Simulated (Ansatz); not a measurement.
Phonons of CdS (zinc blende) at Γ, L = (0.5, 0.0, 0.0), X = (0.5, 0.5, 0.0).

CdS (zinc blende)

```yaml
crystal:
  lattice:
    - [0.00000, 2.96331, 2.96331]
    - [2.96331, 0.00000, 2.96331]
    - [2.96331, 2.96331, 0.00000]
  atoms:
    - { symbol: S, position: [0.75000, 0.75000, 0.75000] }
    - { symbol: Cd, position: [0.00000, 0.00000, 0.00000] }
```

Method: PBE (plane waves to 420 eV, PAW, scalar-relativistic; Ansatz, an electronic-structure program). DFPT wavenumbers on a 10×10×10 k mesh, in cm⁻¹; i marks imaginary ones, q is in fractions of the reciprocal vectors of the cell shown, and the three acoustic modes at Γ are left out. The non-analytic (LO-TO) term is not included, so polar modes at Γ have their transverse values. CdS was relaxed with its symmetry unable to fall.

```tsv
q	wavenumbers (cm⁻¹)
Γ	216 (×3)
L = (0.5, 0.0, 0.0)	43 (×2), 131, 234 (×2), 281
X = (0.5, 0.5, 0.0)	54 (×2), 141, 256 (×2), 271
```

The structure shows no imaginary mode at these points (lowest 43 cm⁻¹ at L = (0.5, 0.0, 0.0)); other wave vectors were not tested.

Highest mode: 281 cm⁻¹ at L = (0.5, 0.0, 0.0).
